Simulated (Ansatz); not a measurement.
# Property card for Ag

Ag:
```xyz
1
Lattice="2.7499 0.0000 0.0000 0.0000 2.7499 0.0000 0.0000 0.0000 2.7499" Properties=species:S:1:pos:R:3 pbc="T T T"
Ag     0.0000     0.0000     0.0000
```

Space group Pm-3m (No. 221), simple cubic; conventional cell a = b = c = 2.7499 Å, α = β = γ = 90.00°.

Method: the program Ansatz at the PBE level (PAW). The cell and atoms are relaxed at this level. Other levels are named where they apply.

### Cell and energy

```
Item                  Value
---------------  ----------
Volume per atom    20.79 Å³
Density          8.61 g/cm³
```

### Electronic structure

```
Quantity                                                                    Result
------------------------------------  --------------------------------------------
Electronic character                                             metallic (no gap)
Density of states at the Fermi level  0.27 states/eV per atom (mean over ±0.08 eV)
Gap with spin–orbit coupling                                       none (metallic)
```

### Mechanics

```
Property                              Result
----------------------------------  --------
Bulk modulus (Birch–Murnaghan fit)  67.0 GPa
Pressure derivative B′                   5.8
```

A made-up cell: these elements were put on the sites of a structure type; neither database checked (COD, Materials Project) lists it. It is not the phase usual at ambient conditions (space group No. 225). The PBE relaxation kept the symmetry of its start; its stability against distortions is not shown here. No spin polarisation was allowed. Spin–orbit coupling is left out wherever it is not named.

Potentials: the later of the program's two PAW sets.
